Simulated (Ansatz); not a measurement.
Does relaxation matter for the field gradients of GaN with a Ga vacancy?

Start: a supercell of GaN (wurtzite type, P6_3mc) built from a structure deposited in the COD (the entry's cell lengths or inner coordinates differ somewhat from later room-temperature determinations), with all atoms left at the host's positions.

```
Ga N
1.0
     6.36000    0.00000    0.00000
    -4.77000    8.26188    0.00000
     0.00000    0.00000   10.33200
Ga N
23 24
Cartesian
  0.0000 1.8360 5.1660
  -1.5900 4.5899 0.0000
  -1.5900 4.5899 5.1660
  -3.1800 7.3439 0.0000
  -3.1800 7.3439 5.1660
  3.1800 1.8360 0.0000
  3.1800 1.8360 5.1660
  1.5900 4.5899 0.0000
  1.5900 4.5899 5.1660
  0.0000 7.3439 0.0000
  0.0000 7.3439 5.1660
  1.5900 0.9180 2.5830
  1.5900 0.9180 7.7490
  0.0000 3.6719 2.5830
  0.0000 3.6719 7.7490
  -1.5900 6.4259 2.5830
  -1.5900 6.4259 7.7490
  4.7700 0.9180 2.5830
  4.7700 0.9180 7.7490
  3.1800 3.6719 2.5830
  3.1800 3.6719 7.7490
  1.5900 6.4259 2.5830
  1.5900 6.4259 7.7490
  0.0000 1.8360 1.9373
  0.0000 1.8360 7.1033
  -1.5900 4.5899 1.9373
  -1.5900 4.5899 7.1033
  -3.1800 7.3439 1.9373
  -3.1800 7.3439 7.1033
  3.1800 1.8360 1.9373
  3.1800 1.8360 7.1033
  1.5900 4.5899 1.9373
  1.5900 4.5899 7.1033
  0.0000 7.3439 1.9373
  0.0000 7.3439 7.1033
  1.5900 0.9180 4.5203
  1.5900 0.9180 9.6863
  0.0000 3.6719 4.5203
  0.0000 3.6719 9.6863
  -1.5900 6.4259 4.5203
  -1.5900 6.4259 9.6863
  4.7700 0.9180 4.5203
  4.7700 0.9180 9.6863
  3.1800 3.6719 4.5203
  3.1800 3.6719 9.6863
  1.5900 6.4259 4.5203
  1.5900 6.4259 9.6863
```

Atoms are numbered from 1 in the order listed; like atoms form one site, named after its first atom.

Computed with Ansatz: DFT, PBE, plane waves and PAW, scalar-relativistic, 420 eV cutoff, Γ-centred 4×3×2 k-points, Fermi–Dirac smearing 0.01 eV, cell charge -3.

The largest force at the start is 2.4 eV/Å. Relaxing the ions at fixed cell moves them by 0.166 Å at most (atom 24, N) and 0.050 Å rms.

```json
{"site": "Ga1", "atom": "1", "moved (Å)": "0.053", "first shell before": "4 N at 1.94–1.95 Å", "first shell after": "4 N at 1.95–1.96 Å", "V_zz before (10²¹ V/m²)": "-1.89", "η before": "0.08"}
{"site": "Ga4", "atom": "4", "moved (Å)": "0.091", "first shell before": "4 N at 1.94–1.95 Å", "first shell after": "4 N at 1.86–1.98 Å", "V_zz before (10²¹ V/m²)": "-3.64", "η before": "0.59"}
{"site": "Ga7", "atom": "7", "moved (Å)": "0.015", "first shell before": "4 N at 1.94–1.95 Å", "first shell after": "4 N at 1.92–1.96 Å", "V_zz before (10²¹ V/m²)": "-1.31", "η before": "0.40"}
{"site": "Ga9", "atom": "9", "moved (Å)": "0.002", "first shell before": "4 N at 1.94–1.95 Å", "first shell after": "4 N at 1.93–1.95 Å", "V_zz before (10²¹ V/m²)": "-1.00", "η before": "0.84"}
{"site": "Ga12", "atom": "12", "moved (Å)": "0.069", "first shell before": "4 N at 1.94–1.95 Å", "first shell after": "4 N at 1.85–2.00 Å", "V_zz before (10²¹ V/m²)": "-3.63", "η before": "0.23"}
{"site": "Ga14", "atom": "14", "moved (Å)": "0.067", "first shell before": "4 N at 1.94–1.95 Å", "first shell after": "4 N at 1.85–2.00 Å", "V_zz before (10²¹ V/m²)": "-3.86", "η before": "0.09"}
{"site": "Ga15", "atom": "15", "moved (Å)": "0.062", "first shell before": "4 N at 1.94–1.95 Å", "first shell after": "4 N at 1.86–1.99 Å", "V_zz before (10²¹ V/m²)": "-4.62", "η before": "0.38"}
{"site": "Ga18", "atom": "18", "moved (Å)": "0.075", "first shell before": "4 N at 1.94–1.95 Å", "first shell after": "4 N at 1.85–2.01 Å", "V_zz before (10²¹ V/m²)": "-3.64", "η before": "0.24"}
{"site": "Ga20", "atom": "20", "moved (Å)": "0.035", "first shell before": "4 N at 1.94–1.95 Å", "first shell after": "4 N at 1.92–1.96 Å", "V_zz before (10²¹ V/m²)": "-1.10", "η before": "0.93"}
{"site": "Ga21", "atom": "21", "moved (Å)": "0.015", "first shell before": "4 N at 1.94–1.95 Å", "first shell after": "4 N at 1.94–1.95 Å", "V_zz before (10²¹ V/m²)": "-1.59", "η before": "0.36"}
{"site": "N24", "atom": "24", "moved (Å)": "0.166", "first shell before": "3 Ga at 1.95 Å", "first shell after": "3 Ga at 1.85 Å", "V_zz before (10²¹ V/m²)": "-3.73", "η before": "0.11"}
{"site": "N30", "atom": "30", "moved (Å)": "0.004", "first shell before": "4 Ga at 1.94–1.95 Å", "first shell after": "4 Ga at 1.92–1.99 Å", "V_zz before (10²¹ V/m²)": "0.97", "η before": "0.36"}
{"site": "N37", "atom": "37", "moved (Å)": "0.028", "first shell before": "3 Ga at 1.94–1.95 Å", "first shell after": "3 Ga at 1.86–1.88 Å", "V_zz before (10²¹ V/m²)": "-4.71", "η before": "0.26"}
{"site": "N39", "atom": "39", "moved (Å)": "0.120", "first shell before": "3 Ga at 1.94–1.95 Å", "first shell after": "3 Ga at 1.85–1.86 Å", "V_zz before (10²¹ V/m²)": "-4.42", "η before": "0.24"}
{"site": "N45", "atom": "45", "moved (Å)": "0.011", "first shell before": "4 Ga at 1.94–1.95 Å", "first shell after": "4 Ga at 1.94–1.97 Å", "V_zz before (10²¹ V/m²)": "1.33", "η before": "0.18"}
{"site": "N47", "atom": "47", "moved (Å)": "0.029", "first shell before": "4 Ga at 1.94–1.95 Å", "first shell after": "4 Ga at 1.93–1.97 Å", "V_zz before (10²¹ V/m²)": "-1.34", "η before": "0.98"}
```

(1) How do the gradients change?

## Answers

(1) 

```tsv
site	atom	V_zz after	η after	change of V_zz
Ga1	1	0.48	0.55	+2.37
Ga4	4	-7.67	0.47	-4.03
Ga7	7	1.73	0.66	–
Ga9	9	1.19	0.94	–
Ga12	12	-7.50	0.49	-3.87
Ga14	14	-7.73	0.35	-3.87
Ga15	15	-7.99	0.39	-3.37
Ga18	18	-7.61	0.50	-3.97
Ga20	20	2.17	0.76	–
Ga21	21	-1.24	0.97	+0.35
N24	24	-5.38	0.04	-1.65
N30	30	-0.69	0.91	–
N37	37	-5.21	0.21	-0.50
N39	39	-5.38	0.12	-0.96
N45	45	0.80	0.72	-0.53
N47	47	0.91	0.77	–
```

The largest change of V_zz along a kept axis is on Ga4, from -3.64 to -7.67. In per cent, |V_zz| changes by +73 to +111 on Ga, +11 to +44 on N (all sites that start above 2). Where |V_zz| stays above 0.1 and the axes keep their order, η moves most on Ga21, from 0.36 to 0.97. On Ga14, Ga1, N45, N31 (not all in the table) V_xx and V_yy change places (or their axes turn by over 50°), so the two values of η hide a larger change. V_zz changes sign on Ga1 (axis turned by 39°). On N47, Ga7, Ga20, Ga9, N30, N41, Ga3, N28 and 6 more sites (not all in the table) the largest principal value lies along another axis in the second run, so the two V_zz can't be compared directly. The table leaves out 31 of the 47 sites, with |V_zz| up to 8.32; their tensors move by 3.66 at most along any direction. The statements above cover all sites. The electronic state changes along with the positions (a gap opens), so the changes aren't those of geometry alone. The host's own positions weren't relaxed first, so part of the change far from the defect can be the host's relaxation.

The defect repeats with the cell of 47 atoms, so it feels its images: sites between two images don't show the values beside a lone defect, and zeros or small values of η there can come from the images' arrangement. Ga and N carry a gradient in the pure host already, so the values there aren't the defect's effect alone. The shape of the repeated cell lowers the symmetry of the defect's site from 3m to 1, so η and the spread among like neighbours partly reflect the cell. A uniform background compensates the cell's charge.
Before: The run isn't spin-polarised, and a state with spin may lie lower. The defect cell has no gap above 0.1 eV on its mesh, so the values can hang on the smearing and the k-mesh. The neighbours have not yet relaxed around the defect (largest force 2.4 eV/Å), and relaxing can change the values around it severalfold.
After: With a gap of 0.6 eV on this mesh, small gradients can still move by 0.1 × 10²¹ V/m² or more as the k-mesh gets denser.
